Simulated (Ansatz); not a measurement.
Method: DFT PBE, scalar-relativistic, plane waves, PAW in Ansatz. All cells share a 420 eV cutoff and Γ-centred k meshes spaced about 0.3 Å⁻¹ or finer (0.25 for metals, 2π included). No spin polarisation.

These are static total energies at zero pressure.

Two relaxed structures of Hf3S5:

A.

```yaml
crystal:
  lattice:
    - [1.83315, 1.05837, 16.62082]
    - [-1.83315, 1.05837, 16.62082]
    - [0.00000, -2.11674, 16.62082]
  atoms:
    - { symbol: Hf, position: [0.30360, 0.30360, 0.30360] }
    - { symbol: Hf, position: [0.69640, 0.69640, 0.69640] }
    - { symbol: Hf, position: [0.50000, 0.50000, 0.50000] }
    - { symbol: S, position: [0.60850, 0.60850, 0.60850] }
    - { symbol: S, position: [0.39150, 0.39150, 0.39150] }
    - { symbol: S, position: [0.00000, 0.00000, 0.00000] }
    - { symbol: S, position: [0.19556, 0.19556, 0.19556] }
    - { symbol: S, position: [0.80444, 0.80444, 0.80444] }
```

B.

```yaml
crystal:
  lattice:
    - [2.53564, -5.77869, 0.00000]
    - [2.53564, 5.77869, 0.00000]
    - [0.00000, 0.00000, 12.21275]
  atoms:
    - { symbol: Hf, position: [0.16221, 0.83779, 0.94791] }
    - { symbol: Hf, position: [0.16221, 0.83779, 0.55209] }
    - { symbol: Hf, position: [0.78749, 0.21250, 0.75000] }
    - { symbol: Hf, position: [0.83779, 0.16221, 0.05209] }
    - { symbol: Hf, position: [0.83779, 0.16221, 0.44791] }
    - { symbol: Hf, position: [0.21250, 0.78749, 0.25000] }
    - { symbol: S, position: [0.95185, 0.04815, 0.87828] }
    - { symbol: S, position: [0.95185, 0.04815, 0.62172] }
    - { symbol: S, position: [0.65686, 0.34314, 0.92800] }
    - { symbol: S, position: [0.65686, 0.34314, 0.57200] }
    - { symbol: S, position: [0.04815, 0.95185, 0.12172] }
    - { symbol: S, position: [0.04815, 0.95185, 0.37828] }
    - { symbol: S, position: [0.34314, 0.65686, 0.42800] }
    - { symbol: S, position: [0.34314, 0.65686, 0.07200] }
    - { symbol: S, position: [0.74658, 0.25342, 0.25000] }
    - { symbol: S, position: [0.25342, 0.74658, 0.75000] }
```

**Question.** Which is lower in energy, and by how much?

**Answer.** A is lower, by 60 meV/atom. A has space group R-3m (No. 166), 24.2 Å³/atom and no gap on its mesh; B has space group Cmcm (No. 63), 22.4 Å³/atom and no gap. In A, around Hf on a site of symmetry 3m lie 6 S at 2.55–2.58 Å; Hf on a site of symmetry -3m is surrounded by 6 S at 2.56 Å; S on a site of symmetry 3m has 3 Hf at 2.55 Å; 2 more sites not described. In B, around Hf on a site of symmetry m lie 6 S at 2.50–2.64 Å; Hf on a site of symmetry m2m has 6 S at 2.46–2.65 Å; S on a site of symmetry m has 3 Hf at 2.46–2.58 Å; 2 more sites not described. Both come from trial cells of a structure search.

Weakly bound directions are ill-defined at this level, which has no dispersion term (R-3m), and this can change margins and order among such cells. Spin–orbit coupling, which can matter for Hf, is left out. Cells relaxed within their symmetry can be saddle points.
